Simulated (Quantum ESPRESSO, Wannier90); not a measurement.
ZnHgTe2 (R3m), plane waves to Wannier functions

```
begin unit_cell_cart
ang
   -2.2750400283    3.9404849183    0.0000000000
   -4.5500800566    0.0000000000    0.0000000000
   -2.2750400283    1.3134949728    7.4136400000
end unit_cell_cart
begin atoms_frac
Zn  -0.4995700000 -0.4995700000  0.4987100000
Hg  -0.0009470000 -0.0009470000  0.0028410000
Te  -0.1299970000 -0.1299970000  0.3899910000
Te   0.3805000000  0.3805000000 -0.1415000000
end atoms_frac
```

Structure: Materials Project mp-1215476, symmetrised, not relaxed again. Not found in the COD (Crystallography Open Database) copy used; not checked further. Level: PBEsol, no spin polarisation, no spin-orbit coupling; pw.x of Quantum ESPRESSO at 68 Ry with PseudoDojo potentials, 6×6×6 k-points, Wannier90. Density: 8×8×8 mesh, cold smearing 0.01 Ry. Spin-orbit coupling is left out although heavy elements are present.

A tight-binding model is made by disentanglement and projection with no localisation steps (num_iter = 0), so the 16 orbitals stay atom-like: hydrogen-like Zn: s;p; Hg: s;p; Te: s;p, axes along x, y, z; frozen window up to 1.50 eV relative to the Fermi level. It follows pw.x to 3.9 meV rms for states up to 1.0 eV relative to the Fermi level. Matrix elements depend on this choice of orbitals and windows. Bands 21–30 (Zn 3d 49 %, Hg 5d 47 %) lie between the kept ones and are excluded.

The 20 largest hoppings ⟨m,0|H|n,R⟩ between different sites (one of each Hermitian pair; signs follow the real orbitals' lobes; the list may end inside a set of equal values):

```tsv
m	n	R	distance of the centres (Å)	t (eV)
Te4 pz	Zn1 pz	1 1 -1	3.05	2.513
Te3 pz	Hg2 pz	0 0 0	3.13	2.272
Te4 s	Zn1 pz	1 1 -1	2.89	-2.195
Te3 py	Zn1 py	1 0 0	3.02	2.146
Te4 pz	Zn1 s	1 1 -1	2.82	1.990
Te3 s	Zn1 py	1 0 0	2.91	1.893
Te4 py	Hg2 py	1 0 0	3.06	1.872
Te3 s	Hg2 pz	0 0 0	3.00	-1.796
Te3 py	Zn1 s	1 0 0	2.88	-1.768
Te4 s	Hg2 py	1 0 0	2.96	1.726
Te3 pz	Hg2 s	0 0 0	3.00	1.680
Te3 s	Zn1 px	0 0 0	2.84	1.639
Te3 s	Zn1 px	0 1 0	2.84	-1.639
Te4 py	Hg2 s	1 0 0	2.93	-1.599
Te3 px	Zn1 s	0 0 0	2.83	-1.532
Te3 px	Zn1 s	0 1 0	2.83	1.531
Te4 s	Hg2 px	0 1 0	2.91	-1.494
Te4 s	Hg2 px	0 0 0	2.91	1.494
Te4 s	Zn1 s	1 1 -1	2.66	-1.386
Te4 px	Hg2 s	0 0 0	2.89	-1.385
```
